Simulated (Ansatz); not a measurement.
La in space group P6_3/mmc (No. 194; La on 2c) under volume change, PBE in the plane-wave PAW code Ansatz, shape and atoms relaxed at each volume.

```csv
V (Å³/atom),E − E(relaxed) (meV/atom),P (GPa)
34.193,27.6,2.74
35.320,11.9,1.74
36.447,(withheld),(withheld)
37.574,0.0,0.00
38.702,2.7,-0.75
39.829,10.3,-1.41
40.956,(withheld),(withheld)
```

Problem. Fill in the missing entries.

Solution. 
- 36.447, E − E(relaxed) (meV/atom): 2.9
- 36.447, P (GPa): 0.83
- 40.956, E − E(relaxed) (meV/atom): 22.4
- 40.956, P (GPa): -2.01

Problem. What does a third-order Birch–Murnaghan fit give for V₀, B₀ and B′?

Solution. V₀ = 37.58 Å³/atom, B₀ = 26.1 GPa, B′ = 2.4.

The workflow started from an entry of the Crystallography Open Database (COD). Its sites differ from those of the usual phase in this space group: another stacking or structure type. The PBE relaxation kept the symmetry of its start; its stability against distortions is not shown here. Scalar-relativistic: spin–orbit coupling is off unless named, which matters more the heavier the elements.

Potentials: the earlier of the program's two PAW sets.
